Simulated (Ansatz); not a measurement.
**Calculation log, MgS (Fm-3m) (phonons)**

Level of theory: LDA, PAW on Ansatz 0.2.0's default frozen-core files (fitted under PBE), scalar-relativistic.

The cell is the relaxed one with its volume scaled by 0.985.

Command:

```sh
ansatz run input.yaml --threads 2 --pin off --max-ram 5120MiB --backend cpu --events-out ev --progress --plain --runs-dir out
```

Input file:

```yaml
crystal:
  lattice:
    - [0.0, 2.55129688435, 2.55129688435]
    - [2.55129688435, 0.0, 2.55129688435]
    - [2.55129688435, 2.55129688435, 0.0]
  atoms:
    - { symbol: Mg, position: [0.0, 0.0, 0.0] }
    - { symbol: S, position: [0.5, 0.5, 0.5] }
kpoints:
  mp_grid: { grid: [8, 8, 8] }
scf:
  occupations: { method: fixed }
hamiltonian:
  xc: lda
  pseudopotentials: { kind: paw }
phonons:
  qmesh: [2, 2, 2]
  qpath:
    path:
      - [0.0, 0.0, 0.0]
      - [0.5, 0.0, 0.5]
      - [0.625, 0.25, 0.625]
      - [0.375, 0.375, 0.75]
      - [0.0, 0.0, 0.0]
      - [0.5, 0.5, 0.5]
      - [0.5, 0.25, 0.75]
      - [0.5, 0.0, 0.5]
    npoints: 6
  temperatures: { t_min: 0, t_max: 1000, t_step: 100 }
```

Output (shortened where marked):

```
Warning: RAYON_NUM_THREADS=2 ignored (pool sized by the plan → 2); use --threads N
Engine: ansatz 0.2.0, aarch64-unknown-linux-gnu
Pseudopotentials: kind: paw
Pseudopotential: Mg, paw, valence charge 10, recommended cutoff 420 eV (normal), Mg.paw.azcp
Pseudopotential: S, paw, valence charge 6, recommended cutoff 420 eV (normal), S.paw.azcp
Functional definition: SPW92
  exchange = slater_x
  correlation = pw_c
Crystal: 4 atoms, lattice volume = 66.427 Å³
Basis set: ecut = 420 eV, 1281 PW (Γ), FFT grids on a1, a2, −a1+a2+a3
Bands: 20, of which v1, the nominal top of the filled ones, is band 16 counted from 1 (15 counted from 0)
Symmetry: 32 space group operations
k-points: 39 of 256
Non-local potential: Mg, projectors of the file, l = 0: 3, l = 1: 2, l = 2: 1
Non-local potential: S, projectors of the file, l = 0: 2, l = 1: 2, l = 2: 2
PAW form: soft (Blöchl's): semilocal exchange-correlation on the pseudo side does not see the compensation charge
PAW frozen core: Mg, regenerated for the run's functional, and the local potential with it (the file was generated under x = pbe(κ = 0.804, μ = 0.2195149727645171), c = pbe(β = 0.06672455060314922))
[... 137 lines left out ...]
        411.21      1             8.6732
  optical modes at Γ + LO–TO along q̂ = [0.0000, 0.0000, 1.0000]:
      ω (cm⁻¹)  modes    IR ((D/Å)²/amu)
        262.69      2            17.3464
        411.21      1             8.6732
--- Phonons (by wavevector): 3 wavevectors in 2 supercells ---
  supercell 1 (2 cells, vectors [1, 0, 0], [0, 1, -1], [0, 0, 2] in multiples of the cell's): 2 displaced members by 0.0025 Å; free energy -5548.352812 eV; taken off its force constants: by the sum rule 3.7e-4, by the ...
  symmetry images taken by strict's conditions (phonons.symmetry_images: auto; settled by no image being taken that strict refuses)
  supercell 2 (2 cells, vectors [1, 0, 0], [0, 1, 0], [0, 0, 2] in multiples of the cell's): 3 displaced members by 0.0025 Å; free energy -5548.352814 eV; taken off its force constants: by the sum rule 1.2e-4, by the ...
  symmetry images taken by strict's conditions (phonons.symmetry_images: auto; settled by a core's charge or kinetic-energy density on sites where symmetry forbids the force that would show it, while other sites can bear one)
  q = [0.0000, 0.0000, 0.0000] (star 1, supercell 1; hermiticity 6.39e-51, symmetrization 1.22e-5): -0.00 -0.00 0.00 262.69 262.69 262.69
  q = [0.0000, 0.0000, -0.5000] (star 4, supercell 2; hermiticity 8.21e-17, symmetrization 6.79e-16): 192.58 192.58 217.09 217.09 305.40 373.22
  q = [0.0000, -0.5000, -0.5000] (star 3, supercell 1; hermiticity 1.28e-16, symmetrization 5.31e-16): 125.01 125.01 185.67 289.66 289.66 325.48
  joined force constants: q→R imaginary residual 3.24e-17
  density of states and harmonic sums: on the 22×22×22 q-mesh, interpolated from the force constants of a 2×2×2 supercell (with the dipole–dipole term)
  largest difference from the sums on the solved wave vectors: F 4.97e-2 eV, S 8.21e-5 and C_V 3.21e-5 eV/K
```

The run converged.

**Harmonic thermodynamics**

Harmonic phonons of a crystal by Kohn-Sham DFT at the given cell, standard atomic masses, acoustic sum rule imposed; negative wavenumbers are unstable modes; sums over wave vectors interpolated from the q mesh.

- Zero point energy: 43.82 meV/atom

| temperature (K) | phonon heat capacity (k_B/atom) | phonon entropy (k_B/atom) | phonon free energy (meV/atom) |
| --- | --- | --- | --- |
| 100 | 1.321 | 0.6466 | 42.2 |
| 200 | 2.349 | 1.947 | 30.9 |
| 300 | 2.679 | 2.973 | 9.5 |
| 400 | 2.812 | 3.764 | -19.67 |
| 500 | 2.878 | 4.4 | -54.93 |
| 600 | 2.914 | 4.928 | -95.19 |
| 700 | 2.936 | 5.379 | -139.6 |
| 800 | 2.951 | 5.772 | -187.7 |
| 900 | 2.961 | 6.12 | -239 |
| 1000 | 2.969 | 6.433 | -293.1 |

### Phonons on the q mesh

One row a degenerate set, branches counted upwards.

```json
{"Unstable phonons": "no"}
```

| point | q a (r.l.u.) | q b (r.l.u.) | q c (r.l.u.) | branch | phonon wavenumber (cm⁻¹) | degeneracy |
| --- | --- | --- | --- | --- | --- | --- |
| Gamma | 0 | 0 | 0 | 4 | 262.7 | 3 |
| L | 0.5 | 0 | 0 | 1 | 192.6 | 2 |
| L | 0.5 | 0 | 0 | 3 | 217.1 | 2 |
| L | 0.5 | 0 | 0 | 5 | 305.4 | 1 |
| L | 0.5 | 0 | 0 | 6 | 373.2 | 1 |
| X | 0.5 | 0.5 | 0 | 1 | 125 | 2 |
| X | 0.5 | 0.5 | 0 | 3 | 185.7 | 1 |
| X | 0.5 | 0.5 | 0 | 4 | 289.7 | 2 |
| X | 0.5 | 0.5 | 0 | 6 | 325.5 | 1 |

### Field response

Linear response of an insulating crystal by Kohn-Sham DFT to a field and to zone-centre displacements, local fields included; Born charges neutralised; LO modes for wave vectors along x and z; Cartesian axes as in the input.

- Dielectric electronic (x, y, z): 5.565, 5.565, 5.565
- Highest phonon with field along x: 411.2 cm⁻¹
- Highest phonon with field along z: 411.2 cm⁻¹
- Highest phonon without field: 262.7 cm⁻¹

```csv
atom,born charge xx (e),born charge yy (e),born charge zz (e)
Mg1,2.28,2.28,2.28
S2,-2.28,-2.28,-2.28
```

Limits of these numbers: frozen-core PAW files fitted under PBE, their cores solved anew for the functional of the run; cell scaled away from its relaxed volume; coarse q mesh; no LO-TO term at the zone centre.

Cost: 22 s on 2 threads of Arm Neoverse V2, with other jobs on the host, peak memory 0.42 GiB.
